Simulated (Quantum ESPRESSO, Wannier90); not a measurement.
AlAs (wurtzite): Wannier90 run

```xyz
4
Lattice="4.0024 0.0000 0.0000 -2.0012 3.4662 0.0000 0.0000 0.0000 6.5778" Properties=species:S:1:pos:R:3 pbc="T T T"
Al     2.0012    -1.1554     0.0045
Al    -2.0012     1.1554    -3.2844
As     2.0012    -1.1554     2.4688
As    -2.0012     1.1554    -0.8201
```

Cell from Materials Project (mp-8881), symmetrised, no further relaxation. Not found in the COD (Crystallography Open Database) copy used, which has the formula in other groups; not checked further. Method: PBEsol plane waves in Quantum ESPRESSO 7.5 (PseudoDojo norm-conserving files, 68 Ry, spinors with spin-orbit coupling), Bloch states on a 6×6×4 mesh through Γ, Wannier90 4.0.1. Density: 12×12×6 mesh, cold smearing 0.01 Ry.

Bands 25-36 form an isolated set from -5.79 to 0.00 eV relative to the valence-band maximum (on the path) and are turned into 12 Wannier functions by minimising the spread from the start: atomic waves As 4p.

Centres (Cartesian, Å; one of the equivalent choices) and spreads:

```csv
n,x,y,z,spread (Å²),nearest atom
1,2.001,-1.155,2.640,3.122,As3
2,2.001,-1.155,2.140,3.179,As3
3,2.001,-1.155,2.140,3.179,As3
4,2.001,-1.155,2.640,3.122,As3
5,2.001,-1.155,2.634,3.048,As3
6,2.001,-1.155,2.634,3.048,As3
7,-2.001,1.155,-0.649,3.122,As4
8,-2.001,1.155,-1.149,3.179,As4
9,-2.001,1.155,-1.149,3.179,As4
10,-2.001,1.155,-0.649,3.122,As4
11,-2.001,1.155,-0.655,3.048,As4
12,-2.001,1.155,-0.655,3.048,As4
```

Ω_I = 35.46 Å², Ω_total = 37.39 Å²; the interpolated bands follow pw.x to 13 meV rms on the path. Only this start was tried; a symmetric start can stop on a saddle, and mixtures of these functions could lower the total by at most Ω_total − Ω_I.
